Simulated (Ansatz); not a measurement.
**Computed properties of YGe$_{2}$Pd**

YGe2Pd:
```
YGe2Pd
1.0
    8.52258     4.35973     0.00000
   -8.52258     4.35973     0.00000
   -1.07992     0.00000     4.15477
Y Ge Pd
4 8 4
Direct
  0.79947   0.20053   0.29943
  0.20053   0.79947   0.70057
  0.24391   0.24391   0.50000
  0.75609   0.75609   0.50000
  0.92659   0.07341   0.92656
  0.07341   0.92659   0.07344
  0.15036   0.54974   0.30020
  0.84964   0.45026   0.69980
  0.54974   0.15036   0.69980
  0.45026   0.84964   0.30020
  0.57325   0.42675   0.07277
  0.42675   0.57325   0.92723
  0.89637   0.60115   0.14780
  0.10363   0.39885   0.85220
  0.60115   0.89637   0.85220
  0.39885   0.10363   0.14780
```

Space group Immm (No. 71); conventional cell a = 4.2928 Å, b = 8.7195 Å, c = 16.4970 Å, α = β = γ = 90.00°.

Method: the program Ansatz at the r²SCAN level (PAW). Structure relaxed to zero pressure with the same functional. Other levels are named where they apply.

**Cell and energy**

- Volume per atom: 19.30 Å³
- Density: 7.33 g/cm³
- Formation energy from the elements (no fitted shifts): -0.81 eV/atom

**Electronic structure**

Electronic character: metallic (no gap)
Density of states at the Fermi level: 0.35 states/eV per atom (mean over ±0.08 eV)

The workflow started from a Materials Project entry (that database holds measured and hypothetical structures alike); the Crystallography Open Database copy checked does not list it. Its standing as an ambient phase is unchecked. Symmetry was held in the r²SCAN relaxation; its stability against distortions is not shown here. No spin polarisation was allowed. Point labels and valley counts follow the cell and symmetry of the run, lower than the named group. The references are the lowest solids computed at this level, not always the standard phases. Scalar-relativistic: spin–orbit coupling is off unless named, which matters more the heavier the elements.

Potentials: the later of the program's two PAW sets.
